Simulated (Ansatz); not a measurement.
# KAg: rattling a relaxed structure

The structure comes from a generated guess, relaxed at this level; another structure or a mixture of phases may lie lower.

The calculation used Ansatz, DFT PBE, scalar-relativistic, plane waves, PAW. Cutoff 420 eV; k points 14×14×14 on the computed 2-atom cell (Γ-centred); Gaussian smearing, width 0.10 eV; no spin polarisation.

The cell below (2 atoms, space group Pm-3m (No. 221)) is relaxed within its symmetry.

```xyz
2
Lattice="4.1274 0.0000 0.0000 0.0000 4.1274 0.0000 0.0000 0.0000 4.1274" Properties=species:S:1:pos:R:3 pbc="T T T"
K     2.0637    2.0637    2.0637
Ag    0.0000    0.0000    0.0000
```

For the test a repeat of it with 4 atoms (edges 4.13, 4.13, 8.25 Å) was strained at random (σ = 1.5 % a component), the atoms were moved at random (σ = 0.15 Å), and all was relaxed again on a coarse 6×6×4 mesh (in the run’s order of axes) with 0.20 eV smearing, with no symmetry imposed.

Q: Is the structure stable against such a distortion?

A: It returns, within 1 meV/atom of the unmoved cell on that mesh and with the same symmetry when read at 0.1 Å (P1 at 0.01 Å, so small strains and shifts remain). So it is stable against the distortions that fit this cell and that this random move excites. Modes that don't fit the cell aren't tested.
